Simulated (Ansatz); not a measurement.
CdSe:
```cif
data_Cd4Se4
_chemical_formula_sum 'Cd4 Se4'
_space_group_name_H-M_alt 'P63mc'
_space_group_IT_number 186
_space_group_name_Hall 'P 6c -2c'
_cell_length_a 4.38187
_cell_length_b 4.38187
_cell_length_c 14.30776
_cell_angle_alpha 90.000
_cell_angle_beta 90.000
_cell_angle_gamma 120.000
loop_
_atom_site_label
_atom_site_type_symbol
_atom_site_symmetry_multiplicity
_atom_site_Wyckoff_symbol
_atom_site_fract_x
_atom_site_fract_y
_atom_site_fract_z
_atom_site_occupancy
Cd1 Cd 2 a 0.00000 0.00000 0.00032 1
Cd2 Cd 2 b 0.33333 0.66667 0.25018 1
Se1 Se 2 a 0.00000 0.00000 0.31269 1
Se2 Se 2 b 0.33333 0.66667 0.06245 1
```

Relaxed with PBE.

**Question.** Decompose the optical modes at the zone centre into irreducible representations, and say which are infrared and Raman allowed.

**Answer.** Point group 6mm: Γ_opt = 3A1 + 4B1 + 3E1 + 4E2. Infrared: A1, E1. Raman: A1, E1, E2.

**Question.** Assign frequencies (DFPT, PBE in the plane-wave PAW code Ansatz; without the LO–TO term).

**Answer.** E2 28, E2 29, E1 35, B1 80, B1 80, A1 118, A1 153, E1 155, E2 156, E2 158, E1 159, A1 173, B1 184, B1 185 cm⁻¹.

Subscripts of B labels follow the axes of the standard setting.

Space group P6_3mc. The cell is a constructed one: a structure type filled with these elements. Its sites differ from those of the usual phase in this space group: another stacking or structure type. The cell was relaxed with PBE under the symmetry of its start; its stability against distortions is not shown here.

Potentials: the later of the program's two PAW sets.
